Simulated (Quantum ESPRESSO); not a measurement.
## Hf2Al4WTa (one run as intended and one with a planted mistake)

A calculation, not a measurement. The program is pw.x of Quantum ESPRESSO 7.5 (plane-wave density functional theory). The cell is made up: eight metal atoms on a hexagonal close-packed lattice, with elements, volume, strain and displacements drawn at random and not relaxed, so it may be unstable or far from any real phase. PseudoDojo standard norm-conserving files set the functional (PBE unless stated); there is no spin polarisation or spin-orbit coupling, the Fermi-Dirac width of 0.25 eV means electrons at about 2900 K, and the masses in the input are unused placeholders. Heavy elements are run without spin-orbit coupling, which real alloys of them have. A spin test at this wide smearing found no moment, but such smearing suppresses magnetism that the real alloy may have.

Intended input:

```
&control calculation='scf', pseudo_dir='./dojo.nc.sr.pbe.v0_5.standard.upf', outdir='./o', disk_io='minimal', tprnfor=.true., tstress=.true. /
&system ibrav=0, nat=8, ntyp=4, nbnd=45, ecutwfc=82.02448710, nosym=.true., tot_charge=0,
 occupations='smearing', smearing='fd', degauss=0.0183746611
/
&electrons conv_thr=1.470e-08, electron_maxstep=70, mixing_beta=0.5 /
ATOMIC_SPECIES
Al 1.0 Al.upf
Hf 1.0 Hf.upf
Ta 1.0 Ta.upf
W 1.0 W.upf
CELL_PARAMETERS angstrom
2.9703 0.0 4.9326
2.9703 0.0 -4.9326
-2.9703 5.1447 0.0
ATOMIC_POSITIONS angstrom
Hf -0.014 -0.0808 0.0563
Al -1.3894 2.4688 0.0851
W 2.8875 1.654 -2.4525
Al 1.4965 4.3981 -2.5068
Al 2.9878 -0.0057 0.1192
Hf 1.325 2.4515 -0.0095
Ta 2.9715 1.7967 2.4549
Al 1.5614 4.2956 2.4863
K_POINTS automatic
6 6 6 1 1 1
```

The log is shortened where brackets say so; the opening notice, blank lines, dates and the lines on written files are dropped, and the path of the files is cut. It prints rydbergs, bohrs and kilobars, and counts compression as positive stress. Its total energy is the free energy E - TS of the whole cell.

Log of the intended run:

```
     Program PWSCF v.7.5
     Parallel version (MPI & OpenMP), running on       4 processor cores
     Number of MPI processes:                 4
     Threads/MPI process:                     1
     [start-up lines left out]
     bravais-lattice index     =            0
     lattice parameter (alat)  =      10.8808  a.u.
     unit-cell volume          =    1017.3324 (a.u.)^3
     number of atoms/cell      =            8
     number of atomic types    =            4
     number of electrons       =        63.00
     number of Kohn-Sham states=           45
     kinetic-energy cutoff     =      82.0245  Ry
     charge density cutoff     =     328.0979  Ry
     scf convergence threshold =      1.5E-08
     mixing beta               =       0.5000
     number of iterations used =            8  plain     mixing
     Exchange-correlation= PBE
                           (   1   4   3   4   0   0   0)
     [axes and pseudopotential details left out]
   Cartesian axes
     site n.     atom                  positions (alat units)
         1        Hf     tau(   1) = (  -0.0024314  -0.0140329   0.0097779  )
         2        Al     tau(   2) = (  -0.2413039   0.4287686   0.0147797  )
         3        W      tau(   3) = (   0.5014863   0.2872583  -0.4259377  )
         4        Al     tau(   4) = (   0.2599045   0.7638397  -0.4353683  )
         5        Al     tau(   5) = (   0.5189059  -0.0009899   0.0207021  )
         6        Hf     tau(   6) = (   0.2301193   0.4257641  -0.0016499  )
         7        Ta     tau(   7) = (   0.5160750   0.3120417   0.4263546  )
         8        Al     tau(   8) = (   0.2711760   0.7460380   0.4318080  )
     number of k points=   108  Fermi-Dirac smearing, width (Ry)=  0.0184
     Number of k-points >= 100: set verbosity='high' to print them.
     Dense  grid:   102233 G-vectors     FFT dimensions: (  64,  64,  72)
     Estimated max dynamical RAM per process >     405.95 MB
     Estimated total dynamical RAM >       1.51 GB
     Initial potential from superposition of free atoms
     starting charge      62.9851, renormalised to      63.0000
     Starting wfcs are   56 randomized atomic wfcs
     total cpu time spent up to now is       10.9 secs
     per-process dynamical memory:   340.7 Mb
     Self-consistent Calculation
     iteration #  1     ecut=    82.02 Ry     beta= 0.50
     Davidson diagonalization with overlap
     ethr =  1.00E-02,  avg # of iterations =  2.8
     Threshold (ethr) on eigenvalues was too large:
     Diagonalizing with lowered threshold
     Davidson diagonalization with overlap
     ethr =  2.96E-04,  avg # of iterations =  5.3
     total cpu time spent up to now is       63.6 secs
     total energy              =    -526.12691478 Ry
     estimated scf accuracy    <       0.20505219 Ry
     iteration #  2     ecut=    82.02 Ry     beta= 0.50
     Davidson diagonalization with overlap
     ethr =  3.25E-04,  avg # of iterations =  2.7
     total cpu time spent up to now is       87.2 secs
     total energy              =    -526.14337345 Ry
     estimated scf accuracy    <       0.08338159 Ry
     [iterations 3 to 10 left out]
     iteration # 11     ecut=    82.02 Ry     beta= 0.50
     Davidson diagonalization with overlap
     ethr =  3.45E-10,  avg # of iterations =  4.2
     total cpu time spent up to now is      302.3 secs
     total energy              =    -526.16277314 Ry
     estimated scf accuracy    <       0.00000003 Ry
     iteration # 12     ecut=    82.02 Ry     beta= 0.50
     Davidson diagonalization with overlap
     ethr =  5.05E-11,  avg # of iterations =  3.1
     total cpu time spent up to now is      326.5 secs
     End of self-consistent calculation
     [lines on levels left out]
!    total energy              =    -526.16277315 Ry
     estimated scf accuracy    <          7.3E-09 Ry
     smearing contrib. (-TS)   =      -0.08369821 Ry
     internal energy E=F+TS    =    -526.07907493 Ry
     The total energy is F=E-TS. E is the sum of the following terms:
     one-electron contribution =    -171.29556533 Ry
     hartree contribution      =     105.42742871 Ry
     xc contribution           =    -128.20052440 Ry
     ewald contribution        =    -332.01041391 Ry
     convergence has been achieved in  12 iterations
     Forces acting on atoms (cartesian axes, Ry/au):
     atom    1 type  2   force =    -0.01091254   -0.00884194   -0.00848052
     atom    2 type  1   force =    -0.04805790    0.01669596   -0.00992129
     atom    3 type  4   force =     0.00386256    0.02100561    0.02518930
     atom    4 type  1   force =     0.00492922   -0.02104808    0.02179471
     atom    5 type  1   force =    -0.00004952   -0.00394306   -0.02108647
     atom    6 type  2   force =     0.06806875    0.02245306    0.00485499
     atom    7 type  3   force =     0.00165476   -0.02210786   -0.01862336
     atom    8 type  1   force =    -0.01949533   -0.00421368    0.00627265
     Total force =     0.109021     Total SCF correction =     0.000448
     Computing stress (Cartesian axis) and pressure
          total   stress  (Ry/bohr**3)                   (kbar)     P=      -61.40
  -0.00032746   0.00006936   0.00002738          -48.17       10.20        4.03
   0.00006936  -0.00041605  -0.00000882           10.20      -61.20       -1.30
   0.00002738  -0.00000882  -0.00050868            4.03       -1.30      -74.83
     init_run     :     10.05s CPU     10.36s WALL (       1 calls)
     electrons    :    313.43s CPU    315.60s WALL (       1 calls)
     forces       :      3.48s CPU      3.55s WALL (       1 calls)
     stress       :     12.23s CPU     12.72s WALL (       1 calls)
     [timing details left out]
     PWSCF        :   5m39.74s CPU   5m42.81s WALL
     JOB DONE.
```

A second run has one planted mistake: one atom is of a wrong element. The input lines that differ:

```
- &system ibrav=0, nat=8, ntyp=4, nbnd=45, ecutwfc=82.02448710, nosym=.true., tot_charge=0,
+ &system ibrav=0, nat=8, ntyp=4, nbnd=48, ecutwfc=82.02448710, nosym=.true., tot_charge=0,
+ Ag 1.0 Ag.upf
- Ta 1.0 Ta.upf
- Ta 2.9715 1.7967 2.4549
+ Ag 2.9715 1.7967 2.4549
```

Its log:

```
     Program PWSCF v.7.5
     Parallel version (MPI & OpenMP), running on       4 processor cores
     Number of MPI processes:                 4
     Threads/MPI process:                     1
     [start-up lines left out]
     bravais-lattice index     =            0
     lattice parameter (alat)  =      10.8808  a.u.
     unit-cell volume          =    1017.3324 (a.u.)^3
     number of atoms/cell      =            8
     number of atomic types    =            4
     number of electrons       =        69.00
     number of Kohn-Sham states=           48
     kinetic-energy cutoff     =      82.0245  Ry
     charge density cutoff     =     328.0979  Ry
     scf convergence threshold =      1.5E-08
     mixing beta               =       0.5000
     number of iterations used =            8  plain     mixing
     Exchange-correlation= PBE
                           (   1   4   3   4   0   0   0)
     [axes and pseudopotential details left out]
   Cartesian axes
     site n.     atom                  positions (alat units)
         1        Hf     tau(   1) = (  -0.0024314  -0.0140329   0.0097779  )
         2        Al     tau(   2) = (  -0.2413039   0.4287686   0.0147797  )
         3        W      tau(   3) = (   0.5014863   0.2872583  -0.4259377  )
         4        Al     tau(   4) = (   0.2599045   0.7638397  -0.4353683  )
         5        Al     tau(   5) = (   0.5189059  -0.0009899   0.0207021  )
         6        Hf     tau(   6) = (   0.2301193   0.4257641  -0.0016499  )
         7        Ag     tau(   7) = (   0.5160750   0.3120417   0.4263546  )
         8        Al     tau(   8) = (   0.2711760   0.7460380   0.4318080  )
     number of k points=   108  Fermi-Dirac smearing, width (Ry)=  0.0184
     Number of k-points >= 100: set verbosity='high' to print them.
     Dense  grid:   102233 G-vectors     FFT dimensions: (  64,  64,  72)
     Estimated max dynamical RAM per process >     421.96 MB
     Estimated total dynamical RAM >       1.58 GB
     Initial potential from superposition of free atoms
     starting charge      68.9855, renormalised to      69.0000
     Starting wfcs are   56 randomized atomic wfcs
     total cpu time spent up to now is       10.7 secs
     per-process dynamical memory:   354.7 Mb
     Self-consistent Calculation
     iteration #  1     ecut=    82.02 Ry     beta= 0.50
     Davidson diagonalization with overlap
     ethr =  1.00E-02,  avg # of iterations =  3.3
     total cpu time spent up to now is       36.7 secs
     total energy              =    -705.48566041 Ry
     estimated scf accuracy    <       0.92142165 Ry
     iteration #  2     ecut=    82.02 Ry     beta= 0.50
     Davidson diagonalization with overlap
     ethr =  1.34E-03,  avg # of iterations =  2.7
     total cpu time spent up to now is       63.1 secs
     total energy              =    -705.81789602 Ry
     estimated scf accuracy    <       1.15553727 Ry
     [iterations 3 to 10 left out]
     iteration # 11     ecut=    82.02 Ry     beta= 0.50
     Davidson diagonalization with overlap
     ethr =  5.55E-09,  avg # of iterations =  2.2
     total cpu time spent up to now is      279.8 secs
     total energy              =    -705.95161010 Ry
     estimated scf accuracy    <       0.00000006 Ry
     iteration # 12     ecut=    82.02 Ry     beta= 0.50
     Davidson diagonalization with overlap
     ethr =  9.23E-11,  avg # of iterations =  5.4
     total cpu time spent up to now is      311.3 secs
     End of self-consistent calculation
     [lines on levels left out]
!    total energy              =    -705.95161014 Ry
     estimated scf accuracy    <       0.00000001 Ry
     smearing contrib. (-TS)   =      -0.07966590 Ry
     internal energy E=F+TS    =    -705.87194424 Ry
     The total energy is F=E-TS. E is the sum of the following terms:
     one-electron contribution =    -344.80755179 Ry
     hartree contribution      =     195.22841604 Ry
     xc contribution           =    -144.86436781 Ry
     ewald contribution        =    -411.42844068 Ry
     convergence has been achieved in  12 iterations
     Forces acting on atoms (cartesian axes, Ry/au):
     atom    1 type  3   force =    -0.00927533   -0.01160935   -0.01636520
     atom    2 type  2   force =    -0.05465538    0.01536642   -0.00512260
     atom    3 type  4   force =     0.02604077    0.00230124    0.02446158
     atom    4 type  2   force =     0.00397063   -0.01659882    0.01399714
     atom    5 type  2   force =    -0.00224799   -0.00363219   -0.03223207
     atom    6 type  3   force =     0.06669849    0.02978764    0.01762910
     atom    7 type  1   force =    -0.01518951   -0.00248675   -0.00382011
     atom    8 type  2   force =    -0.01534169   -0.01312817    0.00145216
     Total force =     0.113457     Total SCF correction =     0.000135
     Computing stress (Cartesian axis) and pressure
          total   stress  (Ry/bohr**3)                   (kbar)     P=      -56.60
  -0.00011120   0.00002739   0.00009069          -16.36        4.03       13.34
   0.00002739  -0.00052301  -0.00006190            4.03      -76.94       -9.11
   0.00009069  -0.00006190  -0.00052015           13.34       -9.11      -76.52
     init_run     :      9.82s CPU     10.13s WALL (       1 calls)
     electrons    :    299.43s CPU    300.60s WALL (       1 calls)
     forces       :      3.31s CPU      3.33s WALL (       1 calls)
     stress       :     11.67s CPU     11.99s WALL (       1 calls)
     [timing details left out]
     PWSCF        :   5m24.77s CPU   5m26.63s WALL
     JOB DONE.
```

|  | intended run | run with the mistake |
| --- | --- | --- |
| free energy (eV) | -7158.809 | -9604.961 |
| entropy term -TS, part of it (eV) | -1.139 | -1.084 |
| pressure (GPa) | -6.14 | -5.66 |
| size of the largest force component (eV/Å) | 1.750 | 1.715 |
| largest change of a force component (eV/Å) |  | 0.570 |
| iterations | 12 | 12 |

For scale, a rerun of the intended cell at a higher cutoff and on a denser mesh moved values by no more than 0.002 eV in energy, 0.02 GPa in stress and 0.003 eV/Å in force, and a second program with other atomic files agreed on that cell to 2 % rms in force and 0.5 GPa in pressure. Files of another functional or element have another zero of energy, so the energy change says nothing on stability. The number of bands, nbnd, was set by rule from the electron count, so it follows the mistake.